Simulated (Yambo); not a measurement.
Material: NaF (rock salt, space group Fm-3m, No. 225); a = b = c = 3.2720 Å, α = β = γ = 60.00° (2 atoms in the cell). Cell and atoms were relaxed with PBEsol from Materials Project entry mp-682, within its symmetry.

With norm-conserving PBEsol (Quantum ESPRESSO, 88 Ry, scalar-relativistic), the gap between the mesh's edge points (Γ → Γ) is 6.223 eV.

### Question
Estimate the G0W0 gap between the same points from Yambo (6×6×6 Γ-centred k mesh, bands 2 to 93 and a 14 Ry block in the screening, 93 bands in G with the Bruneval-Gonze terminator, plasmon pole fitted at 27.2 eV).

### Answer
The correction is 4.556 eV, giving 10.779 eV, 1.7 times the PBEsol value.  Convergence of the G0W0 settings was not tested.
